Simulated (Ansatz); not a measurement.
Consider the following.

Si₃N₄:
```cif
data_N16Si12
_chemical_formula_sum 'Si12 N16'
_space_group_name_H-M_alt 'P 1'
_space_group_IT_number 1
_cell_length_a 7.77114
_cell_length_b 7.77114
_cell_length_c 5.63343
_cell_angle_alpha 90.000
_cell_angle_beta 90.000
_cell_angle_gamma 120.000
loop_
_space_group_symop_operation_xyz
  'x, y, z'
loop_
_atom_site_label
_atom_site_type_symbol
_atom_site_fract_x
_atom_site_fract_y
_atom_site_fract_z
_atom_site_occupancy
Si1 Si 0.08251 0.57077 0.19617 1
Si2 Si 0.42923 0.51174 0.19617 1
Si3 Si 0.48826 0.91749 0.19617 1
Si4 Si 0.57077 0.08251 0.69617 1
Si5 Si 0.51174 0.42923 0.69617 1
Si6 Si 0.91749 0.48826 0.69617 1
Si7 Si 0.91408 0.16752 0.98879 1
Si8 Si 0.83248 0.74656 0.98879 1
Si9 Si 0.25344 0.08592 0.98879 1
Si10 Si 0.16752 0.91408 0.48879 1
Si11 Si 0.74656 0.83248 0.48879 1
Si12 Si 0.08592 0.25344 0.48879 1
N1 N 0.34424 0.38951 0.46890 1
N2 N 0.61049 0.95474 0.46890 1
N3 N 0.04526 0.65576 0.46890 1
N4 N 0.38951 0.34424 0.96890 1
N5 N 0.95474 0.61049 0.96890 1
N6 N 0.65576 0.04526 0.96890 1
N7 N 0.00000 0.00000 0.98959 1
N8 N 0.00000 0.00000 0.48959 1
N9 N 0.99604 0.31512 0.73510 1
N10 N 0.68488 0.68092 0.73510 1
N11 N 0.31908 0.00396 0.73510 1
N12 N 0.31512 0.99604 0.23510 1
N13 N 0.68092 0.68488 0.23510 1
N14 N 0.00396 0.31908 0.23510 1
N15 N 0.66667 0.33333 0.63970 1
N16 N 0.33333 0.66667 0.13970 1
```

This is the PBEsol-relaxed structure.

Problem. All from PBEsol in the plane-wave PAW code Ansatz, unless another level is named. Predict the hole effective mass.

Solution. 0.47, 27, 27 mₑ (principal values).

Problem. And the smallest direct gap on the standard path?

Solution. 4.61 eV.

Problem. What about the conduction-band minimum?

Solution. at Γ.

Problem. And the valence-band maximum?

Solution. at K.

Space group P31c. The first step of the workflow began from a Materials Project structure, measured or hypothetical; the Crystallography Open Database files this formula in space group No. 159, but the cells were not matched. It is not the phase usual at ambient conditions (space group No. 176). Symmetry was held in the PBEsol relaxation; whether a distortion lowers the energy is not shown.

Potentials: the earlier of the program's two PAW sets. The files were generated under PBE; for other functionals the program regenerates the frozen cores, and for LDA and PBEsol the local potential too.
